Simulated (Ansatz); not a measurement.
# Compressing Nb$_{2}$AlC: a fit and a missing row

Nb$_{2}$AlC, P6_3/mmc, a = 3.090 Å, c = 13.851 Å. The structure is a Materials Project entry; whether it is the stable form wasn't checked. Ansatz: PBEsol, PAW, 420 eV, Γ-centred 12×12×4 mesh on 8 atoms, Gaussian smearing 0.10 eV; no spin polarisation. Shape and atoms are relaxed at each volume; pressure is positive in compression.

| V (Å³/atom) | P (GPa) |
| --- | --- |
| 12.602 | ? |
| 13.032 | 21.62 |
| 13.461 | 13.21 |
| 13.891 | 6.06 |
| 14.321 | -0.02 |
| 14.750 | -5.17 |
| 15.180 | -9.51 |
| 15.753 | -14.16 |

Question: Take V0 = 14.321 Å³/atom, count pressures from its P0 = -0.02 GPa, fit the third-order Birch–Murnaghan form to the other rows, and predict the missing pressure.

Answer: With the Eulerian strain f = ½[(V0/V)^(2/3) − 1] and y = (P − P0)/[3f(1 + 2f)^(5/2)], the form is the line y = B0 + 1.5 B0 (B0′ − 4) f. Rows (f, y): 0.03245, 190.0; 0.02108, 188.7; 0.01027, 187.6; -0.00974, 185.1; -0.01905, 183.0; -0.03078, 179.5. Means f = 0.0007050, y = 185.65; Σ(Δf)² = 0.003005, ΣΔfΔy = 0.4706; the slope is their ratio. y = 185.5 + 156.6 f GPa, so B0 = 185.5 GPa and B0′ = 4 + 2 × (156.6)/(3 × 185.5) = 4.56. At V = 12.602, f = 0.04449, y = 192.47 and P = 31.77 GPa. The run gave 31.48 GPa, so the fit is 0.29 GPa too high, a small miss on the scale of the series.